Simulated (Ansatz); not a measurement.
Structure: LaScAs2, ordered on the rocksalt lattice (R-3m) with 4 atoms a cell, at its r2SCAN minimum. Space group R-3m (No. 166), trigonal; conventional cell a = 4.143 Å, c = 20.138 Å, 24.95 Å³ an atom. Sc has 6 As at 2.82 Å; La has 6 As at 3.04 Å; As has 3 Sc at 2.82 Å and 3 La at 3.04 Å.

```yaml
crystal:
  lattice:
    - [2.07168, 1.19609, 6.71258]
    - [-2.07168, 1.19609, 6.71258]
    - [0.00000, -2.39217, 6.71258]
  atoms:
    - { symbol: Sc, position: [0.00000, 0.00000, 0.00000] }
    - { symbol: La, position: [0.50000, 0.50000, 0.50000] }
    - { symbol: As, position: [0.25955, 0.25955, 0.25955] }
    - { symbol: As, position: [0.74045, 0.74045, 0.74045] }
```

The questions ask for values computed with Ansatz on this geometry. Note: simulated data, non-magnetic, for a generated structure that need not be the stable one.

Q: What gap does PBE give, and where are the band edges?

A: With PBE the bands overlap by 0.75 eV (counted from 1, band 26 peaks at Γ and band 27 bottoms out at F): no gap.

Q: What does PBE+SOC give for the gap (8×8×8 mesh)?

A: With PBE+SOC the bands overlap by 0.81 eV (counted from 1, band 52 peaks at Γ and band 53 bottoms out at F): no gap.

Q: Estimate the gap with r2SCAN on 8×8×8.

A: r2SCAN gives no gap: the lowest nominally empty band dips 0.52 eV below the top of the last filled one (its bottom at F, the top at Γ), so the cell is a metal or semimetal at this level.

Only the levels marked +SOC include spin-orbit coupling.
